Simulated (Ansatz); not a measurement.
Values for one crystal, relaxed and computed with PBE (plane waves, PAW; program Ansatz); other levels are named.

```yaml
volume_per_atom: 25.39 Å³
electronic_character: metallic (no gap)
Density of states at the Fermi level: 0.67 states/eV per atom (mean over ±0.08 eV)
Pressure derivative B′: 5.3
Gap with spin–orbit coupling: none (metallic)
Bulk modulus (Birch–Murnaghan fit): 36.0 GPa
```

Pick the material that matches.
(A) Rh, fcc (Cu type)
(B) Mo, bcc (W type)
(C) Zr, diamond
(D) Ga, diamond

D, Ga, diamond

Space group Fd-3m (diamond). The start of the workflow was typed in or built on a structure type; neither database checked (COD, Materials Project) lists it. It is not the phase usual at ambient conditions (space group No. 64). The cell was relaxed with PBE under the symmetry of its start; whether a distortion lowers the energy is not shown. The volume moved by -17 % from the start of the relaxation. Scalar-relativistic: spin–orbit coupling is off unless named, which matters more the heavier the elements.

Potentials: the earlier of the program's two PAW sets.
